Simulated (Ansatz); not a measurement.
**Field gradients of MgCr2Ge4O12 from run to run**

Cell of run 1: a Materials Project structure (computed, not necessarily an observed phase), atoms as given.

```
CELL_PARAMETERS angstrom
5.18844 -4.41191 0.00000
5.18844 4.41191 0.00000
-2.08877 0.00000 5.10215
ATOMIC_POSITIONS crystal
Mg 0.72585 0.27415 0.00000
Cr 0.09297 0.90703 0.00000
Cr 0.91508 0.08492 0.50000
Ge 0.20127 0.38931 0.01436
Ge 0.61069 0.79873 0.98564
Ge 0.81204 0.61463 0.50495
Ge 0.38537 0.18796 0.49505
O 0.33369 0.39071 0.33910
O 0.60929 0.66631 0.66090
O 0.68334 0.60321 0.15944
O 0.39679 0.31666 0.84056
O 0.64898 0.11505 0.59115
O 0.88495 0.35102 0.40885
O 0.37984 0.93618 0.02395
O 0.06382 0.62016 0.97605
O 0.01765 0.19680 0.89895
O 0.80320 0.98235 0.10105
O 0.97712 0.81528 0.60611
O 0.18472 0.02288 0.39389
```

Atom numbers follow the list; atoms alike are taken as one site, whose name carries the number of the first.

All runs are DFT with Ansatz 0.2.0 (plane waves and PAW, scalar-relativistic unless spin–orbit coupling is named, Γ-centred meshes, Fermi–Dirac smearing where given) in this cell. Start moments of run 1 as typed (μB): 3 on each Cr, none on the rest. Antiparallel start moments (μB): 0 -3 3 0 0 0 0 0 0 0 0 0 0 0 0 0 0 0 0 by atom.

Run 1: PBE, parallel start moments, atoms as given; 420 eV, 4×4×5 k-points, smearing 0.02 eV.
Run 2: r2SCAN, parallel start moments, atoms as given; 500 eV, 4×4×5 k-points, smearing 0.02 eV.
Run 3: PBE, antiparallel start moments, atoms as given; 420 eV, 4×4×5 k-points, smearing 0.02 eV.

| run | Cr2 V_zz (η) | Ge4 V_zz (η) | Ge6 V_zz (η) | absolute moment (μB) |
| --- | --- | --- | --- | --- |
| 1 | -2.12 (0.17) | -6.23 (0.49) | 10.44 (0.72) | 6.4 |
| 2 | -2.14 (0.35) | -6.52 (0.46) | 10.91 (0.73) | 6.3 |
| 3 | ? | ? | ? | ? |

V_zz in 10²¹ V/m²; 3 of the 11 sets of like atoms are followed.

Task: Estimate the row of run 3.

Result: Cr2: -2.14 (0.20); Ge4: -6.22 (0.49); Ge6: 10.43 (0.72); absolute moment (μB): 6.3. It lies nearest to run 1, from whose tensors on these sites it differs by 0.13 at most (largest principal value of the difference, on Cr2). Taken one at a time, the functional (r2SCAN with its higher cutoff) moves the tensors on these sites by up to 0.48 (largest principal value of the change, on Ge6), the magnetic start by 0.13 (Cr2).

The magnetic order is the one that the run reached from its start moments, not necessarily the measured one. For runs 1, 2: All moments are parallel here, as the start or the cell imposes; many such compounds order antiparallel, where fields and spin densities carried over to other atoms largely cancel. In runs 1, 2 the program didn't check the stability of the electronic state in full, so a lower one may lie near. In runs 1, 2, 3 the atoms aren't at the calculated equilibrium (largest force 0.56, 0.47, 0.57 eV/Å). The cell isn't the equilibrium one in run 2 (calculated pressure -7 GPa), and the entry's cell may itself be off.
